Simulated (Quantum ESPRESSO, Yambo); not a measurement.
# Quasiparticle gap of RbCl at -0.7 % isotropic strain

```xyz
2
Lattice="3.8589 0.0000 0.0000 0.0000 3.8589 0.0000 0.0000 0.0000 3.8589" Properties=species:S:1:pos:R:3 pbc="T T T"
Cl     1.9294     1.9294     1.9294
Rb     0.0000     0.0000     0.0000
```

The PBEsol cell relaxed from Materials Project entry mp-23299 was given an isotropic strain of -0.7 % on all lattice vectors, and the atoms were relaxed again.

Starting point: norm-conserving PBEsol (Quantum ESPRESSO, 58 Ry, no spin-orbit coupling). G0W0 in Yambo: 4×4×4 Γ-centred k mesh, 134 bands and a 10 Ry block in the screening, 134 bands in G with the Bruneval-Gonze terminator, plasmon pole fitted at 27.2 eV.

```
Quantity                                            Result
-------------------------------------------------  -------
PBEsol gap along the band path                     5.04 eV
PBEsol gap between the mesh's edge points (M → Γ)  5.04 eV
G0W0 gap between the same points                   7.95 eV
PBEsol smallest direct gap on the mesh (at Γ)      5.13 eV
G0W0 direct gap at that point                      8.04 eV
```

```
k point  band  E PBEsol (eV)  E QP (eV)  shift (eV)     Z
-------  ----  -------------  ---------  ----------  ----
Γ          VB          -0.09      -2.18       -2.09  0.81
Γ          CB           5.04       5.86        0.82  0.87
M          VB           0.00      -2.09       -2.09  0.81
M          CB           6.10       7.12        1.02  0.87
R          VB          -1.39      -3.49       -2.10  0.78
R          CB           9.76      10.86        1.10  0.87
```

Energies count from the PBEsol valence-band maximum.

Convergence of the G0W0 settings was not tested.

This is not the ordinary phase of the substance.
